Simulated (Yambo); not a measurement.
Yambo run on KLuS2 (space group R-3m, No. 166). The wavefunctions are PBEsol (Quantum ESPRESSO, PseudoDojo norm-conserving, 100 Ry, scalar-relativistic) ones on a 4×4×4 mesh (23 occupied bands); a = b = c = 7.578 Å, α = β = γ = 29.88°.

Yambo input:

```
rim_cut
gw0
dyson
el_el_corr
HF_and_locXC
cohsex
em1s
RandQpts= 1000000
RandGvec= 1 Ry
EXXRLvcs= 100 Ry
VXCRLvcs= 400 Ry
Chimod= "HARTREE"
% BndsRnXs
 2 | 111 |
%
NGsBlkXs= 6 Ry
% LongDrXs
 1.0 | 1.0 | 1.0 |
%
ExtendOut
% QPkrange
 1 | 1 | 23 | 23 |
 7 | 7 | 23 | 24 |
%
```

k points by index: 1 = Γ, 7 = F.

The o-*.qp file then holds:

```
#    K-point    Band    Eo [eV]    E [eV]    E-Eo [eV]    Vxc [eV]    Vnlxc [eV]    Sc|Eo [eV]    Re(Z)    Im(Z)
#
    1    23    0.000000    -2.616770    -2.616770    -14.08369    -16.92060    0.220140    1.000000    0.000000
    7    23    -0.871113    -3.664107    -2.792994    -13.80332    -17.07220    0.475887    1.000000    0.000000
    7    24    2.100110    1.386406    -0.713704    -10.77271    -6.984201    -4.502213    1.000000    0.000000
```
(The two width columns are left out.) Convergence of these settings isn't established.

Geometry relaxed with PBEsol.
